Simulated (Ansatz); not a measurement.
An Ansatz (an electronic-structure program) run. Input:

Ansatz 0.2 input:
```yaml
crystal:
  lattice:
    - [3.9855483367, 0.0, 0.0]
    - [0.0, 3.9855483367, 0.0]
    - [0.0, 0.0, 3.9855483367]
  atoms:
    - { symbol: Au, position: [0.0, 0.5, 0.5] }
    - { symbol: Au, position: [0.5, 0.0, 0.5] }
    - { symbol: Au, position: [0.5, 0.5, 0.0] }
    - { symbol: Li, position: [0.0, 0.0, 0.0] }
kpoints:
  mp_grid: { grid: [10, 10, 10] }
basis: { xc_grid: 2 }
hamiltonian:
  xc: pbesol
  pseudopotentials: { kind: paw }
scf:
  occupations: { method: gaussian, width: 0.1 }
checkpoint: { read: metal.run }
output: { bader: true, populations: true }
```

Output (shortened):

```
Pseudopotentials: kind: paw
Pseudopotential: Au, paw, valence charge 19
Pseudopotential: Li, paw, valence charge 3
Functional definition: PBEsol
Crystal: 4 atoms, lattice volume = 63.309 Å³
Basis set: ecut = 420 eV, 1237 PW (Γ), exchange–correlation on 54×54×54 points (8 copies of the dense FFT grid, shifted against one another)
Bands: 36, of which v1, the nominal top of the filled ones, is band 30 counted from 1 (29 counted from 0)
Symmetry: 48 space group operations
Space group: Pm-3m (ITA 221), of the structure as read, at distance tolerance 4.0e-5 Å
k-points: 56 of 1000
PAW frozen core: Au, regenerated for the run's functional, and the local potential with it
Initial density: read from a saved state, or passed on in memory by an earlier SCF of this step, an earlier step, the calling program or the single point that …
Stability of the state it starts from, as read at its close in the unpolarized treatment …
Initial wavefunctions: pseudopotential atomic-orbital guess
Eigensolver: davidson
Functional: x = pbesol(κ = 0.804, μ = 0.12345679012345678), c = pbesol(β = 0.046)
iter 1 solved again at ethr=5.91e-9 eV; its pass at ethr=3.10e-3 eV (dr2=3.55e-6 eV) is discarded
SCF iter   1: F=—  HF=-39225.729790 eV  |F-HF|=—  |Δ(HF+E_count)|=         —  Δρ=2.07e-7  dr2=5.95e-11  ethr=5.91e-9  ⟨swp⟩=4.7  Hψ=13506  notcnv=0
all-band conjugate gradients solve this SCF's bands
preconditioner: auto → Kerker (q_TF=auto, 2.704 Å⁻¹)
SCF iter   2: F=-39225.729791 eV  HF=-39225.729791 eV  |F-HF|=7.28e-12  |Δ(HF+E_count)|=   1.11e-6  Δρ=1.37e-7  dr2=1.84e-11  ethr=1.00e-12  ⟨swp⟩=5.0  Hψ=6366  notcnv=0
SCF 1 converged in 2 iterations: F = -39225.729791 eV  dr2 = 1.84e-11
SCF converged after 2 iterations
Free energy (F): -39225.729791 eV
Harris-Foulkes:  -39225.729791 eV  (|F-HF|=7.28e-12)
Internal energy: -39225.720906 eV  (E = F + TS)
E sigma→0 (E₀):  -39225.725349 eV
Entropy (-TS):   -0.008884 eV (-2.221 meV/atom)
Fermi energy:    17.156683 eV
--- Per-component energies (eV) ---
  E_band       = -875.612324
  E_kinetic    = 1836.633971
  E_local      = -6264.285020  (includes V_loc(G=0)·N_el)
  E_nonlocal   = 196.460496
  E_hartree    = 2647.992739
  E_xc         = -691.928116
  E_vxc        = -839.672722  (∫ρ·V_xc dr)
  E_paw        = -28715.245436  (= ΣΔE_a)
  E_vpaw       = -1100.738556  (= ΣTr[D̂ρ^β])
  E_aug_tail   = 0.004098  (compensation charges beyond the density's cutoff)
  E_ewald      = -8236.282076
  E_core_change = 0.928437  (= ΣΔE_core)
  E_smearing   = -0.008884  (= −TS)
  E_closure    =  0.000000  (closes the sum)
  Σ components = -39225.729791   (vs F -39225.729791, Δ=0.00e0)
  [band-id]    e_kinetic+e_local+e_nonlocal+2·e_hartree+e_vxc+e_vpaw+e_augmentation_tail = -875.612255   (vs E_band -875.612324, Δ=6.89e-5)
--- Band table (eV; the first three rows and the last of 56) ---
  k-point 0: bands = ["-88.6426", "-88.6254", "-88.6254", "-40.1336", "-40.1336", "-40.1336", "-39.9932", "-39.9932", "-39.9932", "-39.9356", "-39.9356", "-39.9356", "-27.9304", "7.7072", "10.0756", "10.6072", "10.6072", "10.6072", "10.9336", "10.9336", "13.4587", "13.4587", "13.4587", "14.4129", "14.4129", "15.2005", "15.5747", "15.5747", "15.5747", "18.3143", "18.3143", "18.3143", "22.7258", "22.7258", "26.5905", "26.5905"]
  k-point 1: bands = ["-88.6423", "-88.6258", "-88.6254", "-40.1310", "-40.1310", "-40.1290", "-39.9938", "-39.9938", "-39.9933", "-39.9405", "-39.9376", "-39.9376", "-27.9303", "7.8174", "10.1424", "10.6311", "10.6678", "10.6678", "10.9393", "11.0211", "13.4183", "13.4183", "13.4214", "14.3208", "14.4145", "15.1187", "15.2730", "15.2730", "15.5749", "17.6294", "18.6927", "18.6927", "22.7261", "23.3000", "26.6091", "26.6091"]
  k-point 2: bands = ["-88.6412", "-88.6268", "-88.6254", "-40.1238", "-40.1238", "-40.1159", "-39.9960", "-39.9960", "-39.9937", "-39.9548", "-39.9427", "-39.9427", "-27.9301", "8.1349", "10.3259", "10.6966", "10.8471", "10.8471", "10.9672", "11.2732", "13.2982", "13.2982", "13.3209", "14.0617", "14.4119", "14.6598", "14.6598", "14.8861", "15.5754", "16.2570", "19.5513", "19.5513", "22.7318", "24.1927", "26.3317", "26.3317"]
  k-point 55: bands = ["-88.6311", "-88.6311", "-88.6311", "-40.2157", "-40.0898", "-40.0898", "-40.0898", "-39.9680", "-39.9680", "-39.9254", "-39.9254", "-39.9254", "-27.9295", "10.0909", "10.0909", "10.0909", "10.6687", "12.1327", "12.1327", "12.1327", "13.3738", "13.3738", "13.3738", "13.9522", "13.9522", "15.2248", "15.2248", "15.2248", "16.0106", "16.3508", "16.3508", "16.3508", "19.7458", "19.7458", "19.7458", "25.1662"]
  band table: 36 of 36 bands, residual norms ≤ 1.0e-3 eV
--- Löwdin populations: 4 sites ---
  site symbol       q [e]
     0     Au     18.8661
     1     Au     18.8661
     2     Au     18.8661
     3     Li      2.7906
  spilling = 0.010185 (of n_electrons = 60.000000)
--- Bader charges: 4 sites ---
  site symbol  charge [e]  shift [e]
     0     Au     -0.2874     0.0002
     1     Au     -0.2874     0.0002
     2     Au     -0.2874     0.0002
     3     Li      0.8621     0.0006
  shift: an alarm, by how much a part of what the PAW files miss would move the charge. Where it is large, compare
  with a run on PAW files of another source; a small one proves nothing
  estimated error of the sums over rays = 4.6e-5 e
```

Cost: about 26 core-seconds (a rough figure) on shared cores.

The workflow started from an entry of the Crystallography Open Database (COD). Its standing as an ambient phase is unchecked. The PBEsol relaxation kept the symmetry of its start; whether a distortion lowers the energy is not shown. Scalar-relativistic: spin–orbit coupling is off unless named, which matters more the heavier the elements.

Potentials: the later of the program's two PAW sets.

Ansatz is a plane-wave DFT program.
